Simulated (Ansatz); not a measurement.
YOF:
```yaml
crystal:
  lattice:
    - [1.86885, 1.07898, 6.19105]
    - [-1.86885, 1.07898, 6.19105]
    - [0.00000, -2.15796, 6.19105]
  atoms:
    - { symbol: Y, position: [0.74180, 0.74180, 0.74180] }
    - { symbol: Y, position: [0.25820, 0.25820, 0.25820] }
    - { symbol: O, position: [0.62119, 0.62119, 0.62119] }
    - { symbol: O, position: [0.37881, 0.37881, 0.37881] }
    - { symbol: F, position: [0.13043, 0.13043, 0.13043] }
    - { symbol: F, position: [0.86957, 0.86957, 0.86957] }
```

Tensor components refer to the Cartesian frame of this cell.

### Question
Give the high-frequency dielectric tensor and the Born effective charge tensors of the independent atoms from DFPT, the program Ansatz at the LDA level (PAW).

### Answer

ε∞:
```
3.59  0.00  0.00
0.00  3.59  0.00
0.00  0.00  3.34
```
Z* of atom 1 (Y), rows: field, columns: displacement, in e:
```
3.78  0.00  0.00
0.00  3.78  0.00
0.00  0.00  3.56
```
Z* of atom 3 (O), rows: field, columns: displacement, in e:
```
-2.42   0.00   0.00
 0.00  -2.42   0.00
 0.00   0.00  -1.88
```
Z* of atom 5 (F), rows: field, columns: displacement, in e:
```
-1.36   0.00   0.00
 0.00  -1.36   0.00
 0.00   0.00  -1.67
```

Space group R-3m. The workflow started from a Materials Project entry (that database holds measured and hypothetical structures alike); the Crystallography Open Database files this formula in space group No. 166, but the cells were not matched. Its standing as an ambient phase is unchecked. Symmetry was held in the LDA relaxation; its stability against distortions is not shown here. No spin polarisation was allowed. Spin–orbit coupling is left out wherever it is not named.

Potentials: the earlier of the program's two PAW sets. The files were generated under PBE; for other functionals the program regenerates the frozen cores, and for LDA and PBEsol the local potential too.
